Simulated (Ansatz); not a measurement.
The start is a relaxed TiTe2 cell displaced along its unstable phonon at q = (½, ½, 0) of its primitive reciprocal cell (62i cm⁻¹), largest move 0.15 Å. The cell and all atomic positions are relaxed at zero pressure with PBE (plane waves to 420 eV, PAW, scalar-relativistic; Ansatz, an electronic-structure program). First-step values are on the input's coarse k-mesh.

Ansatz input (later rounds restart from its end on a renewed k-mesh):
Ansatz 0.2 input:
```yaml
crystal:
  lattice:
    - [0, 6.8866649398, 6.8866649398]
    - [3.4433324699, 3.4433324699, 6.8866649398]
    - [3.4433324699, 3.4433324699, 0]
  atoms:
    - { symbol: Te, position: [1, 0.2717812252, 0.2282187748] }
    - { symbol: Te, position: [0.5, 0.2282187748, 0.2717812252] }
    - { symbol: Te, position: [0, 0.7717812252, 0.7282187748] }
    - { symbol: Te, position: [0.5, 0.7282187748, 0.7717812252] }
    - { symbol: Ti, position: [0, 0, 0] }
    - { symbol: Ti, position: [0.5, 1, 0] }
basis: { ecutwfc: 420, ecutrho_ratio: 4, xc_grid: 2, fft_grid_basis: typed }
kpoints: { mp_grid: { grid: [8, 8, 8] } }
hamiltonian:
  xc: pbe
  dispersion: none
  pseudopotentials: { kind: paw }
scf: { occupations: { method: fermi_dirac, width: 0.05 } }
relax: { f_tol: 0.01, max_steps: 100, cell: { stress_tol: 0.02 } }
output: { forces: true, stress: true }
```

| Item | Result |
|---|---|
| Largest initial force | 0.19 eV/Å, on Te1, Te2, Te3, Te4 (atoms numbered as listed) |
| Energy released | 0.02 eV/atom |
| Volume change | +1.2 %, from 27.22 to 27.55 Å³/atom |
| Shortest distances (start → end) | The closest pairs of elements (up to four, under 3.6 Å), start → end: Te–Ti 2.90 → 2.81 Å; Te–Te 3.44 → 3.49 Å |
| Optimiser moves | 7 |

The end point of the relaxation:

Space group P4₂/nmc, origin choice 1 (No. 137); a = b = 4.846 Å, c = 7.039 Å, α = β = γ = 90.00°

| atom | site | symmetry | x | y | z |
|---|---|---|---|---|---|
| Te | 4d | 2mm. | 0.5000 | 0.0000 | 0.2026 |
| Ti | 2a | -4m2 | 0.0000 | 0.0000 | 0.0000 |

Final values are on a 10×10×7 k-mesh of the relaxed cell. No spin polarisation in the result.

The run could not lose the symmetry of its start, so the end can be a saddle point.

The relaxed structure here is a generated cell of TiTe2: the first start was made by placing the elements on the sites of a structure type, and the end was not matched to a known phase here, so it may be hypothetical. Known forms of TiTe2 include space group No. 164.
